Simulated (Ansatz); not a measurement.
Given:

A bilayer cut from bulk TiTe2 (CdI2 type), in the bulk's stacking and in-plane cell, with 15 Å of vacuum. The upper layer (atoms 4 to 6) slides over the lower.

```yaml
crystal:
  lattice:
    - [3.69732, 0.00000, 0.00000]
    - [1.84866, 3.20197, 0.00000]
    - [0.00000, 0.00000, 24.84543]
  atoms:
    - { symbol: Te, position: [0.66667, 0.66667, 0.29934] }
    - { symbol: Ti, position: [0.00000, 0.00000, 0.37023] }
    - { symbol: Te, position: [0.33333, 0.33333, 0.43985] }
    - { symbol: Te, position: [0.66667, 0.66667, 0.56015] }
    - { symbol: Ti, position: [0.00000, 0.00000, 0.62977] }
    - { symbol: Te, position: [0.33333, 0.33333, 0.70066] }
```

In-plane vectors a = (3.697, 0.000) Å, b = (1.849, 3.202) Å, area 11.84 Å². The shift is s times the vector a + b (length 6.404 Å), so s = 1 restores the start. Atoms relax along the normal only. γ = [E(shift) − E(0)] / area.

The numbers are results of PBE-D3(BJ) (plane waves to 420 eV, PAW, scalar-relativistic; Ansatz, a program for electronic structure), not measurements. k mesh 15×15×1 (Γ-centred), Fermi-Dirac smearing 0.05 eV. Energies are extrapolated to zero smearing. Spin-orbit coupling is left out, though Te is heavy. TiTe2 is run without spin polarisation. TiTe2 was relaxed with its symmetry unable to fall. The zero of γ is zero shift.

The scan covers s from 0.000 to 0.917 in 12 points.

Problem. Does γ have a local minimum between the ends of the line, and at which s?

Solution. s = 0.333.

Problem. At which s is γ highest?

Solution. s = 0.667.

Problem. What is γ at the local minimum s = 0.333?

Solution. 91 mJ/m².

Problem. Which barrier is met on the easier way from s = 0 (or 1) to s = 0.333?

Solution. 100 mJ/m².

Problem. What is the highest γ among twelve even steps of s?

Solution. 243 mJ/m².

(The slope of γ gives the shear force per area between the displaced halves; near zero shift its curvature is an elastic stiffness.)
